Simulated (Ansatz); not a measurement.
Relaxed-ion elastic tensor of SrO (rock salt, space group No. 225) in GPa (Voigt order), the program Ansatz at the PBE level (PAW); density 4.91 g/cm³, 17.53 Å³ per atom.

|  | 1 | 2 | 3 | 4 | 5 | 6 |
|---|---|---|---|---|---|---|
| 1 | 160 | 46.8 | 46.8 | 0.0 | 0.0 | 0.0 |
| 2 | 46.8 | 160 | 46.8 | 0.0 | 0.0 | 0.0 |
| 3 | 46.8 | 46.8 | 160 | 0.0 | 0.0 | 0.0 |
| 4 | 0.0 | 0.0 | 0.0 | 54.3 | 0.0 | 0.0 |
| 5 | 0.0 | 0.0 | 0.0 | 0.0 | 54.3 | 0.0 |
| 6 | 0.0 | 0.0 | 0.0 | 0.0 | 0.0 | 54.3 |

### Question
Is the crystal mechanically stable?

### Answer
Yes: the smallest eigenvalue of C is 54.3 GPa.

### Question
Work out the Voigt, Reuss and Hill averages.

### Answer
K_V = 84.6, K_R = 84.6, K_H = 84.6; G_V = 55.2, G_R = 55.2, G_H = 55.2 GPa.

### Question
Give Young's modulus, Poisson's ratio, Pugh's ratio and the universal anisotropy index.

### Answer
E = 9KG/(3K + G) = 136 GPa; ν = 0.23; K/G = 1.53 (brittle by the Pugh limit of 1.75); A_U = 5G_V/G_R + K_V/K_R − 6 = 0.00.

### Question
Estimate the sound speeds and the Debye temperature.

### Answer
v_l = √((K + 4G/3)/ρ) = 5680 m/s, v_t = √(G/ρ) = 3350 m/s, mean 3720 m/s; Θ = (h/k)(3n/4πV)^(1/3) v_m = 426 K.

### Question
Give the Zener ratio and Young's modulus along [100], [110] and [111].

### Answer
A = 2C44/(C11 − C12) = 0.96; 1/E = S11 − 2(S11 − S12 − S44/2)Γ with Γ = 0, 1/4, 1/3 gives 139, 135, 134 GPa.

Space group Fm-3m (rock salt). The PBE relaxation kept the symmetry of its start; phonons on a q-mesh show no instability.

Potentials: the later of the program's two PAW sets.
